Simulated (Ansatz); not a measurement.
Polymorphs of Ge, each relaxed with r²SCAN in the plane-wave PAW code Ansatz:

A: diamond (Fd-3m)
a = b = c = 5.672 Å, α = β = γ = 90.00°

```tsv
atom	site	symmetry	x	y	z
Ge	8b	-43m	0.5000	0.5000	0.5000
```

B: P6_3/mmc
a = b = 4.0022 Å, c = 13.1411 Å, α = β = 90.00°, γ = 120.00°

```json
[
 {"atom": "Ge", "site": "4e", "symmetry": "3m.", "x": "0.0000", "y": "0.0000", "z": "0.0932"},
 {"atom": "Ge", "site": "4f", "symmetry": "3m.", "x": "0.3333", "y": "0.6667", "z": "0.1559"}
]
```

C: R-3
a = 9.889 Å, b = 9.889 Å, c = 5.909 Å, α = 90.00°, β = 90.00°, γ = 120.00°

| atom | site | symmetry | x | y | z |
|---|---|---|---|---|---|
| Ge | 6c | 3. | 0.0000 | 0.0000 | 0.2872 |
| Ge | 18f | 1 | 0.0367 | 0.2672 | 0.2461 |

**Question.** Rank these by energy per atom at 0 K (lowest first), as r²SCAN gives it.

**Answer.** A (+0 meV/atom), B (+6 meV/atom), C (+175 meV/atom)

**Question.** Give each one's gap.

**Answer.** A 0.37 eV; B 0.27 eV; C no gap.

Not the usual ambient phase: B; C. All cells were relaxed under the symmetry of their starts (and spin orders); stability against distortions was not tested throughout. Spin–orbit coupling is left out wherever it is not named.

Energies hold the estimated change up to a 700 eV cutoff; steps of a few meV lie near the error of the meshes.

Potentials: the earlier of the program's two PAW sets.
